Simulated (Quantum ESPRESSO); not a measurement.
# Band energies of HgS

```
CELL_PARAMETERS angstrom
      4.15638     0.00000     0.00000
     -2.07819     3.59953     0.00000
      0.00000     0.00000     6.77735
ATOMIC_POSITIONS crystal
  S  0.66667 0.33333 0.87568
  S  0.33333 0.66667 0.37568
  Hg 0.66667 0.33333 0.49932
  Hg 0.33333 0.66667 0.99932
```

norm-conserving PBEsol (Quantum ESPRESSO, 66 Ry, with spin-orbit coupling); path ΓMKΓALHA,LM,KH; energies in eV from the valence-band maximum.

```
k (1/Å)  point  band 52  band 53  band 54  band 55  band 56  band 57  band 58  band 59
-------  -----  -------  -------  -------  -------  -------  -------  -------  -------
0.00         Γ    -0.02     0.06     0.06     1.29     1.29     4.93     4.93     6.31
0.22              -0.09     0.76     0.82     1.88     1.96     4.83     4.88     5.89
0.44              -0.44     1.58     1.66     2.64     2.65     4.54     4.62     5.66
0.76              -0.93     2.22     2.24     2.81     2.82     4.71     4.78     5.36
0.87         M    -0.99     2.26     2.26     2.82     2.82     4.77     4.77     5.36
1.00              -1.09     2.42     2.43     2.99     3.00     4.75     4.77     5.39
1.38         K    -1.87     3.42     3.46     3.47     3.47     4.41     4.41     6.66
1.58              -1.43     3.01     3.03     3.51     3.54     4.60     4.63     5.75
1.88              -0.63     1.96     2.03     3.02     3.03     4.68     4.81     5.33
2.08              -0.24     1.12     1.20     2.26     2.32     4.77     4.77     5.79
2.28               0.00     0.28     0.32     1.43     1.50     4.91     4.96     6.15
2.38         Γ    -0.02     0.06     0.06     1.29     1.29     4.93     4.93     6.31
2.62              -0.12     0.84     0.84     1.35     1.35     4.91     4.91     6.01
2.85         A    -0.48     1.39     1.39     1.39     1.39     5.13     5.13     5.13
3.18              -0.83     2.24     2.24     2.30     2.30     4.64     4.64     4.73
3.39              -1.27     2.45     2.45     2.49     2.49     4.63     4.63     4.65
3.72         L    -1.58     2.32     2.32     2.32     2.32     4.69     4.69     4.69
3.92              -1.46     2.59     2.59     2.69     2.69     4.85     4.85     4.92
4.22         H    -1.46     2.97     2.97     3.11     3.11     5.46     5.46     5.50
4.41              -1.45     2.91     2.91     3.04     3.04     5.15     5.15     5.29
4.59              -1.45     2.81     2.81     2.93     2.93     4.81     4.81     4.95
4.87              -0.90     2.39     2.39     2.48     2.48     4.58     4.58     4.75
5.05              -0.56     1.77     1.77     1.85     1.85     4.88     4.88     4.99
5.23         A    -0.48     1.39     1.39     1.39     1.39     5.13     5.13     5.13
5.23         L    -1.58     2.32     2.32     2.32     2.32     4.69     4.69     4.69
5.42              -1.24     2.06     2.06     2.72     2.72     4.76     4.76     4.94
5.70         M    -0.99     2.26     2.26     2.82     2.82     4.77     4.77     5.36
5.70         K    -1.87     3.42     3.46     3.47     3.47     4.41     4.41     6.66
5.81              -1.81     3.38     3.40     3.43     3.43     4.52     4.52     6.30
6.16         H    -1.46     2.97     2.97     3.11     3.11     5.46     5.46     5.50
```

The PBEsol gap is indirect, 0.06 eV, from 90 % of the way from K to Γ to Γ; the smallest direct gap is 0.08 eV.

So small a PBEsol gap in heavy elements may be inverted, where one-shot corrections to single bands mislead.

Geometry relaxed with PBEsol.

This is not the ordinary phase of the substance; no match was found in the copy of COD used, and its stability was not checked.
